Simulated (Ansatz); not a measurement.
Ga:
```
CELL_PARAMETERS angstrom
     -1.40026     1.40026     2.26039
      1.40026    -1.40026     2.26039
      1.40026     1.40026    -2.26039
ATOMIC_POSITIONS crystal
  Ga 0.00000 0.00000 0.00000
```

Relaxed with PBEsol. Special points in fractions of this cell's reciprocal vectors: Γ (0.000, 0.000, 0.000); X (0.000, 0.000, 0.500); P (0.250, 0.250, 0.250); N (0.000, 0.500, 0.000); M (0.500, 0.500, -0.500); S (0.346, 0.654, -0.346); S0 (-0.346, 0.346, 0.346); R (-0.192, 0.192, 0.500); G (0.500, 0.500, -0.192).

Task: List the band energies nearest the Fermi level at these points for DFT-PBEsol with spin–orbit coupling in the program Ansatz with PAW potentials.

Result: In eV from the Fermi level; about four levels below and three above (degenerate sets whole), none deeper than 8.9 eV; points with the same levels are listed once.

```json
[
 {"k": "Γ", "below": "–", "above": "12.66 12.66 13.10 13.10"},
 {"k": "X", "below": "-2.13 -2.13 -1.19 -1.19", "above": "4.02 4.02 5.07 5.07"},
 {"k": "P", "below": "-0.15 -0.15 -0.02 -0.02", "above": "2.13 2.13 14.12 14.12"},
 {"k": "N", "below": "-4.91 -4.91 -4.22 -4.22", "above": "8.45 8.45 12.09 12.09"},
 {"k": "M", "below": "-4.02 -4.02 -3.72 -3.72", "above": "6.67 6.67 6.85 6.85"},
 {"k": "S", "below": "-1.65 -1.65 -1.26 -1.26", "above": "8.72 8.72 11.86 11.86"},
 {"k": "R", "below": "-1.35 -1.35 -0.48 -0.48", "above": "0.30 0.30 1.34 1.34"}
]
```

Space group I4/mmm (body-centred tetragonal). The first step of the workflow began from a Materials Project structure, measured or hypothetical; the Crystallography Open Database copy checked does not list it. It is not the phase usual at ambient conditions (space group No. 64). Symmetry was held in the PBEsol relaxation; its stability against distortions is not shown here.

Potentials: the earlier of the program's two PAW sets.
